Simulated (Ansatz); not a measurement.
HfSi:
```
CELL_PARAMETERS angstrom
      6.77034     0.00000     0.00000
      0.00000     3.72620     0.00000
      0.00000     0.00000     5.16356
ATOMIC_POSITIONS crystal
  Si 0.04331 0.25000 0.64044
  Si 0.45669 0.75000 0.14044
  Si 0.54331 0.25000 0.85956
  Si 0.95669 0.75000 0.35956
  Hf 0.17545 0.25000 0.12636
  Hf 0.32455 0.75000 0.62636
  Hf 0.67545 0.25000 0.37364
  Hf 0.82455 0.75000 0.87364
```

Relaxed with LDA.

**Question.** Which orbitals make up the states near the Fermi level in plane-wave PAW LDA (Ansatz code)?

**Answer.** Within 0.5 eV of the Fermi level: Hf 5d 76 %, Si 3p 16 %. Projections are on Löwdin-orthogonalised atomic valence shells; empty p or d shells of many metals are not among them.

**Question.** Tabulate the density of states.

**Answer.** States/eV per cell of 8 atoms, in 0.25 eV bins, energy from the Fermi level.

```csv
E (eV),total,Hf 5d,Si 3p,Si 3s
-7.85,1.34,0.34,0.29,0.57
-7.60,2.15,0.51,0.50,0.83
-7.35,3.66,0.92,0.80,1.41
-7.10,3.31,1.04,0.63,1.27
-6.85,1.49,0.45,0.37,0.48
-6.60,0.35,0.08,0.11,0.11
-6.35,0.02,0.00,0.01,0.00
-6.10,0.19,0.05,0.08,0.02
-5.85,1.72,0.37,0.91,0.12
-5.60,3.05,0.77,1.52,0.27
-5.35,2.73,0.69,1.41,0.23
-5.10,2.83,0.74,1.51,0.20
-4.85,2.53,0.68,1.36,0.16
-4.60,3.02,0.86,1.61,0.19
-4.35,3.42,1.05,1.80,0.18
-4.10,3.42,1.10,1.83,0.15
-3.85,3.96,1.34,2.17,0.14
-3.60,4.48,1.55,2.52,0.11
-3.35,3.46,1.18,1.96,0.10
-3.10,7.87,2.82,4.38,0.25
-2.85,6.73,2.60,3.65,0.16
-2.60,6.19,2.96,2.81,0.13
-2.35,4.77,2.64,1.85,0.08
-2.10,3.58,2.33,1.00,0.05
-1.85,6.15,4.29,1.40,0.09
-1.60,5.67,4.18,1.10,0.07
-1.35,4.46,3.41,0.76,0.06
-1.10,4.12,3.21,0.64,0.06
-0.85,3.66,2.91,0.52,0.04
-0.60,3.87,3.05,0.56,0.03
-0.35,2.57,1.99,0.41,0.02
-0.10,1.52,1.14,0.27,0.02
0.15,1.71,1.31,0.25,0.03
0.40,2.81,2.06,0.44,0.08
0.65,3.50,2.56,0.49,0.12
0.90,3.16,2.26,0.49,0.14
1.15,4.54,3.31,0.66,0.17
1.40,4.35,3.11,0.67,0.15
1.65,5.13,3.57,0.76,0.20
1.90,5.82,3.99,0.79,0.24
2.15,5.42,3.70,0.66,0.21
2.40,4.96,3.29,0.59,0.28
2.65,5.17,3.36,0.64,0.38
2.90,6.49,4.33,0.78,0.43
3.15,7.30,4.92,0.82,0.49
3.40,7.04,4.84,0.83,0.41
3.65,7.25,5.05,0.72,0.51
3.90,6.86,4.32,0.80,0.59
4.15,5.52,2.90,0.86,0.58
4.40,6.42,3.32,1.18,0.62
4.65,4.91,2.67,0.98,0.40
```

Space group Pnma. The workflow started from an entry of the Crystallography Open Database (COD). Whether it is the stable phase at ambient conditions was not checked. The cell was relaxed with LDA under the symmetry of its start; of distortions, only those at the zone centre were tested. No spin polarisation was allowed. Spin–orbit coupling is left out wherever it is not named.

Potentials: the later of the program's two PAW sets.
